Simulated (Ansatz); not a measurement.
SiC (4H type, space group P6_3mc)

```xyz
8
Lattice="3.0941 0.0000 0.0000 -1.5471 2.6796 0.0000 0.0000 0.0000 10.1292" Properties=species:S:1:pos:R:3 pbc="T T T"
Si     0.0000     0.0000     0.0031
Si     0.0000     0.0000     5.0677
Si     1.5471     0.8932     7.5994
Si     0.0000     1.7864     2.5349
C      0.0000     0.0000     8.2335
C      0.0000     0.0000     3.1690
C      1.5471     0.8932     5.6948
C      0.0000     1.7864     0.6302
```

The slice is a (-1 1 0 2) plane (indices of the conventional cell) through the point (0.000, 0.000, 0.813) (fractional), spanned by u = [110] and v = [1 -1 1] in vectors of this cell: u (3.09 Å) and v (11.46 Å, at 90° to u). It covers one period; positions are fractions (u, v).

The numbers are results of PBE (plane waves to 420 eV, PAW, scalar-relativistic; Ansatz, a first-principles code), not measurements. k mesh 12×12×4. Near the nuclei the fields are pseudised (PAW); where an atom keeps semicore shells as valence, they peak there. SiC was relaxed with its symmetry unable to fall. The PAW data are Ansatz's earlier set.

Sketch the electrostatic potential energy of an electron, from the cell's mean on this plane as a map.


```
|xxxxxx==::::==xxxx|
|xxxx++**====**++xx|
|++**####****####**|
|++**##%%%%%%%%##**|
|**##%%%%@@@@%%%%##|
|++**%%@@@@@@@@%%**|
|xxxx**@@@@@@@@**xx|
|xxxx..##%%%%##..xx|
|xxxx  ++====++  xx|
|xxxx--::    ::--xx|
|++**==        ==**|
|@@%%++        ++%%|
|@@@@##--    --##@@|
|@@@@##--xxxx--##@@|
|%%%%++xxxxxxxx++%%|
|..--..xxxxxxxx..--|
|xx    xxxxxxxx    |
|xxxx    xxxx    xx|
|xxxx  ::****::  xx|
|xxxx  ==%%%%==  xx|
|    --##%%%%##--  |
|xxxx==%%%%%%%%==xx|
|xxxx..%%%%%%%%..xx|
|xxxx..##%%%%##..xx|
|xxxx==##%%%%##==xx|
|    ==##%%%%##==  |
|    ..**####**..  |
|    ::**####**::  |
|  ::++########++::|
|xxxx++##****##++xx|
|xxxxxx++====++xxxx|
|xxxxxx--::::--xxxx|
```
Scale: ten equal steps from 2.00 (start of ' ') to 10.05 (end of '@'), in the order ' .:-=+*#%@'. Values: electrostatic potential energy of an electron, from the cell's mean, in eV. The map has 9 points along u (two characters each, u = 0 at the left) and 32 along v (v = 0 in the bottom row). Points within 0.8 Å of a nucleus are blanked (x), as the pseudised field means little there. Values under 2 eV are set to 2. The zero, the cell's mean, hangs on the PAW cores.
